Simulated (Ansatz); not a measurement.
Input:

Ga:
```cif
data_Ga
_chemical_formula_sum 'Ga1'
_space_group_name_H-M_alt 'P 1'
_space_group_IT_number 1
_cell_length_a 3.01687
_cell_length_b 3.01687
_cell_length_c 3.01687
_cell_angle_alpha 124.579
_cell_angle_beta 124.579
_cell_angle_gamma 82.236
loop_
_space_group_symop_operation_xyz
  'x, y, z'
loop_
_atom_site_label
_atom_site_type_symbol
_atom_site_fract_x
_atom_site_fract_y
_atom_site_fract_z
_atom_site_occupancy
Ga1 Ga 0.00000 0.00000 0.00000 1
```

This is the r²SCAN-relaxed structure.

Task: All from r²SCAN in the plane-wave PAW code Ansatz, unless another level is named. Estimate the density of states at the Fermi level.

Result: 0.35 states/eV per atom (mean over ±0.08 eV).

Task: What about the gap with spin–orbit coupling?

Result: none (metallic).

Space group I4/mmm (body-centred tetragonal). The first step of the workflow began from a Materials Project structure, measured or hypothetical; the Crystallography Open Database copy checked does not list it. It is not the phase usual at ambient conditions (space group No. 64). The cell was relaxed with r²SCAN under the symmetry of its start; whether a distortion lowers the energy is not shown. Spin–orbit coupling is left out wherever it is not named.

Potentials: the earlier of the program's two PAW sets.
